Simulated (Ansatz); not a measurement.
Input and command of a plane-wave DFT calculation in Ansatz:

```yaml
crystal:
  lattice:
    - [5.5320138348, 0.0, 0.0]
    - [0.0, 5.5320138348, 0.0]
    - [0.0, 0.0, 5.5320138348]
  atoms:
    - { symbol: O, position: [0.0, 0.0, 0.0] }
    - { symbol: H, position: [0.5, 0.5, 0.5] }
    - { symbol: Tl, position: [0.5, 0.5, 0.0] }
    - { symbol: Tl, position: [0.5, 0.0, 0.5] }
    - { symbol: Tl, position: [0.0, 0.5, 0.5] }
basis:
  ecutwfc: 420
kpoints:
  mp_grid: { grid: [4, 4, 4] }
hamiltonian:
  xc: pbesol
scf:
  occupations: { method: gaussian, width: 0.05 }
output:
  forces: true
  stress: true
  eigenvalues: true
```

```bash
ansatz run input.yaml --threads 1 --pin off --max-ram 1228MiB --backend cpu --events-out ev --progress --plain --runs-dir out
```

Processor: Arm Neoverse N1, 1 thread, on a host shared with other jobs.

Q: Estimate time, memory and problem size.

A: About 7.6 s on 1 thread of Arm Neoverse N1, on a shared host, peak memory 0.37 GiB. It solves 28 bands at 10 k points (the mesh reduced by symmetry) with about 3287 plane waves, in 11 SCF iterations.
